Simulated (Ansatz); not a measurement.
# Data sheet: FeGe (DFT)

FeGe:
```cif
data_Fe2Ge2
_chemical_formula_sum 'Ge2 Fe2'
_space_group_name_H-M_alt 'P 1'
_space_group_IT_number 1
_cell_length_a 3.50865
_cell_length_b 3.50865
_cell_length_c 4.80339
_cell_angle_alpha 90.000
_cell_angle_beta 90.000
_cell_angle_gamma 90.000
loop_
_space_group_symop_operation_xyz
  'x, y, z'
loop_
_atom_site_label
_atom_site_type_symbol
_atom_site_fract_x
_atom_site_fract_y
_atom_site_fract_z
_atom_site_occupancy
Ge1 Ge 0.00000 0.00000 0.00000 1
Fe1 Fe 0.00000 0.00000 0.50000 1
Ge2 Ge 0.50000 0.50000 0.50000 1
Fe2 Fe 0.50000 0.50000 0.00000 1
```
The run is spin-polarised; directions of the spins, atom by atom: 0 ↑ 0 ↓.

Space group I4/mmm (No. 139); conventional cell a = 3.509 Å, b = 3.509 Å, c = 4.803 Å, α = 90.00°, β = 90.00°, γ = 90.00°.

Method: the program Ansatz at the PBE level (PAW). The cell and atoms are relaxed at this level. Other levels are named where they apply.

### Cell and energy

```yaml
volume_per_atom: 14.78 Å³
density: 7.22 g/cm³
Formation energy from the elements (no fitted shifts): 0.37 eV/atom
```

### Electronic structure

```yaml
electronic_character: metallic (no gap)
Density of states at the Fermi level: 0.79 states/eV per atom (mean over ±0.08 eV)
```

### Magnetism

```yaml
magnetic_order: antiferromagnetic
net_moment: 0.00 μB per atom
```

### Mechanics

```yaml
Bulk modulus (Birch–Murnaghan fit): 83.4 GPa
Pressure derivative B′: 6.1
```

### Charges

```yaml
bader_charges: Ge -0.21, Fe +0.21 e
```

The cell is a constructed one: a structure type filled with these elements; neither database checked (COD, Materials Project) lists it. COD files the formula under space group No. 198. Whether it is the stable phase at ambient conditions was not checked. Symmetry was held in the PBE relaxation, as lowered by the spin order; whether a distortion lowers the energy is not shown. The final state is antiferromagnetic, chosen from 3 collinear starts compared on coarse meshes (ties went to the first, and starts can fall back to one state), not a proven ground state. Point labels and valley counts follow the cell and symmetry of the run, lower than the named group. The references are the lowest solids computed at this level, not always the standard phases. Scalar-relativistic: spin–orbit coupling is off unless named, which matters more the heavier the elements.

Potentials: the later of the program's two PAW sets.
